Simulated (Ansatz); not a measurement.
These are results of DFT PBE, scalar-relativistic, plane waves, PAW in Ansatz 0.2.0, not measurements. The screen uses 420 eV, coarse Γ-centred meshes (up to 0.6 Å⁻¹ on the start cell), Gaussian smearing of 0.2 eV, tolerances of 0.08 eV/Å and 0.8 GPa and 16 steps at most, with the symmetry of each start kept. No spin polarisation. Energies are free energies per atom, good to about 0.1 eV/atom between metallic cells, end volumes are rough, and groups of ends are read at 0.1 Å.

Two unrelaxed guesses for Si₂B₃:

Cell 1.

```
Si B
1.0
     2.21162    1.27688    3.19083
    -2.21162    1.27688    3.19083
     0.00000   -2.55376    3.19083
Si B
2 3
Direct
  0.00000 0.00000 0.00000
  0.50000 0.50000 0.50000
  0.50000 0.50000 0.00000
  0.00000 0.50000 0.50000
  0.50000 0.00000 0.50000
```

Cell 2.

```
Si B
1.0
     1.80886    1.04435    5.58818
    -1.80886    1.04435    5.58818
     0.00000   -2.08869    5.58818
Si B
2 3
Direct
  0.00000 0.00000 0.00000
  0.50000 0.50000 0.50000
  0.00000 0.00000 0.50000
  0.50000 0.00000 0.00000
  0.00000 0.50000 0.00000
```

**Question.** Compare their energies before and after the relaxation.

**Answer.** As given, cell 1 is lower by 0.47 eV/atom. Relaxed, both fall into the same structure. Cell 1 goes from R-3m at 10.8 Å³/atom to R-3m at 10.8 Å³/atom and gains 0.08 eV/atom. Cell 2 goes from R-3m at 12.7 Å³/atom to R-3m at 10.8 Å³/atom and gains 0.55 eV/atom. The closest pair in cell 1 goes from Si–B at 2.04 Å to Si–B and B–B at 2.07 Å. The closest pair in cell 2 goes from Si–B and B–B at 1.81 Å to Si–B and B–B at 2.07 Å. At the end, in cell 1: Si on its first site is surrounded by 6 B at 2.07 Å; around Si on its second site lie 6 B at 2.17 Å; around B lie 4 B at 2.07 Å and 4 Si at 2.07–2.17 Å. The lowest end among all the guesses of this search lies 0.79 eV/atom under the better of the two.
